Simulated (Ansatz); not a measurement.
CdSe:
```yaml
crystal:
  lattice:
    - [4.24763, 0.00000, 0.00000]
    - [-2.12381, 3.67855, 0.00000]
    - [0.00000, 0.00000, 13.87794]
  atoms:
    - { symbol: Cd, position: [0.00000, 0.00000, 0.00023] }
    - { symbol: Cd, position: [0.00000, 0.00000, 0.50023] }
    - { symbol: Cd, position: [0.66667, 0.33333, 0.75017] }
    - { symbol: Cd, position: [0.33333, 0.66667, 0.25017] }
    - { symbol: Se, position: [0.00000, 0.00000, 0.81276] }
    - { symbol: Se, position: [0.00000, 0.00000, 0.31276] }
    - { symbol: Se, position: [0.66667, 0.33333, 0.56247] }
    - { symbol: Se, position: [0.33333, 0.66667, 0.06247] }
```

Relaxed with LDA. Special points in fractions of this cell's reciprocal vectors: Γ (0.000, 0.000, 0.000); M (0.500, 0.000, 0.000); K (0.333, 0.333, 0.000); A (0.000, 0.000, 0.500); L (0.500, 0.000, 0.500); H (0.333, 0.333, 0.500).

Problem. List the band energies nearest the valence-band maximum at these points for DFT-LDA in the program Ansatz with PAW potentials.

Solution. In eV from the valence-band maximum; about four levels below and three above (degenerate sets whole), none deeper than 8.9 eV; points with the same levels are listed once.

```csv
k,below,above
Γ,-0.43 -0.43 -0.03 0.00 0.00,0.43 2.10 2.13
M,-1.46 -1.46 -1.45 -1.02 -0.82,2.37 2.64 3.22
K,-2.05 -1.58 -1.58 -1.23,3.64 4.13 4.13
A,-0.14 -0.14 -0.14 -0.14,1.54 1.54 2.19 2.19
L,-1.38 -1.38 -1.02 -1.02,2.83 2.83 3.25 3.25
H,-1.64 -1.64 -1.46 -1.46,3.77 3.77 4.23 4.23
```

Space group P6_3mc. A made-up cell: these elements were put on the sites of a structure type. Its sites differ from those of the usual phase in this space group: another stacking or structure type. Symmetry was held in the LDA relaxation; phonons on a q-mesh show no instability. Spin–orbit coupling is left out wherever it is not named.

Potentials: the later of the program's two PAW sets.
